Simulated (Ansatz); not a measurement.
**Cutoff convergence: TiC**

System: TiC (rock salt type, first atom moved by 0.06 Å along [111]), 2 atoms in the cell.

```
CELL_PARAMETERS angstrom
0.00000 2.16500 2.16500
2.16500 0.00000 2.16500
2.16500 2.16500 0.00000
ATOMIC_POSITIONS crystal
Ti 0.00800 0.00800 0.00800
C 0.50000 0.50000 0.50000
```

The calculation used Ansatz 0.2.0 development build, HSE06, plane waves, PAW datasets (generated soft set 1).

Exchange singularity: Wigner-Seitz; k-mesh 4×4×4 Γ-centred; Fermi–Dirac smearing of 0.1 eV; no spin polarisation.

Cutoffs run: 280, 300, 320, 340, 380, 420, 480, 560 eV. At 560 eV the pressure at a fixed basis is -3.95 GPa and the rms force 0.079 eV/Å.

Task: From which of these cutoffs on do the forces lie within 5 meV/Å (rms) of the highest one?

Result: From 300 eV.

Task: What pressure at a fixed basis does the 280 eV run show?

Result: -19.13 GPa. An incomplete basis pulls the printed pressure down.

Task: Give the whole series.

Result: 
| cutoff (eV) | E − E(top) (meV/atom) | pressure at fixed basis (GPa) | corrected pressure (GPa) | rms force change (meV/Å) |
| --- | --- | --- | --- | --- |
| 280 | 144.8 | -19.13 | -3.27 | 24.9 |
| 300 | 67.5 | -11.29 | -3.09 | 0.3 |
| 320 | 34.0 | -7.54 | -3.65 | 0.9 |
| 340 | 17.5 | -5.58 | -3.83 | 1.6 |
| 380 | 6.7 | -4.39 | -3.89 | 1.7 |
| 420 | 3.3 | -4.13 | -3.87 | 0.7 |
| 480 | 1.1 | -4.00 | -3.88 | 0.2 |
| 560 | 0.0 | -3.95 | -3.91 | 0.0 |

The k-mesh is coarse, so these values belong to this mesh and can lie far from the converged ones.
